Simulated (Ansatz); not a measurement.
As (A7 type, space group R-3m)

```
As
1.0
    1.89173     1.09219     3.36977
   -1.89173     1.09219     3.36977
    0.00000    -2.18438     3.36977
As
2
Direct
  0.23028   0.23028   0.23028
  0.76972   0.76972   0.76972
```

The relaxed cell is deformed in two ways at once: its volume V is scaled, and at that volume it is stretched along z (the c axis of the conventional cell) so that c/a changes. Fractional atomic positions are held.

Method: PBE-D3(BJ) (plane waves to 420 eV, PAW, scalar-relativistic; Ansatz, an electronic-structure program). k mesh 11×11×11 (Γ-centred), Fermi-Dirac smearing 0.05 eV. Compression counts positive. As the atoms are clamped, bonds stretch with the cell, which overstates energies and stresses. With partly filled bands, the response to shear is sensitive to the k mesh, so small differences along c/a are uncertain. As was relaxed with its symmetry unable to fall.

At one point of the scan the stress tensor (GPa) is:

```
    1.8      0.0      0.0
    0.0      1.8      0.0
    0.0      0.0      1.4
```

Which point is it?
A. V/V₀ = 0.980, (c/a)/(c/a)₀ = 0.920
B. V/V₀ = 0.980, (c/a)/(c/a)₀ = 1.000
C. V/V₀ = 0.980, (c/a)/(c/a)₀ = 0.960
D. V/V₀ = 1.000, (c/a)/(c/a)₀ = 1.040

B, V/V₀ = 0.980, (c/a)/(c/a)₀ = 1.000

(A scan under strain: stresses follow from slopes of the energy per volume, elastic moduli from its curvatures.)
